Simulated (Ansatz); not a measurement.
**Strain response of Zn**

These are results of Ansatz, DFT r2SCAN, scalar-relativistic, plane waves, PAW, not measurements. Run with 500 eV cutoff, 24×24×10 k-mesh, Gaussian smearing of 0.10 eV, no spin polarisation.

Reference structure (relaxed):

```
Zn
1.0
     2.59526    0.00000    0.00000
    -1.29763    2.24756    0.00000
     0.00000    0.00000    4.99071
Zn
2
Direct
  0.33333 0.66667 0.25000
  0.66667 0.33333 0.75000
```

Deformation: uniaxial strain along c, with the lengths of a and b and the atoms relaxed and the angles held, all within the symmetry that the strain leaves. Energies are extrapolated to zero smearing. Stress is positive in compression, on the Cartesian axes of the cell above. On this cell's mesh the reference holds a stress of up to 0.33 GPa.

```tsv
strain (%)	ΔE (meV/atom)	a (Å)	b (Å)	c (Å)	σxx (GPa)	σyy (GPa)	σzz (GPa)
-3.0	1.3	2.611	2.611	4.841	0.00	0.00	1.80
-2.0	0.2	2.607	2.607	4.891	0.00	0.00	0.71
-1.0	?	?	?	4.941	?	?	?
+0.0	0.0	2.595	2.595	4.991	0.25	0.25	-0.33
+1.0	?	?	?	5.041	?	?	?
+2.0	2.1	2.590	2.590	5.091	0.01	0.01	-1.82
+3.0	4.0	2.586	2.586	5.140	0.01	0.01	-2.26
```

**Question.** Fill in the row at -1.0 %.

**Answer.** ΔE -0.1 meV/atom; a 2.603 Å; b 2.603 Å; σxx 0.00 GPa; σyy 0.00 GPa; σzz 0.10 GPa.

**Question.** Fill in the row at +1.0 %.

**Answer.** ΔE 0.7 meV/atom; a 2.594 Å; b 2.594 Å; σxx 0.00 GPa; σyy 0.00 GPa; σzz -1.17 GPa.

Cost: 7 runs of about 23 core-minutes in all, on Arm Neoverse V1 (shared hosts).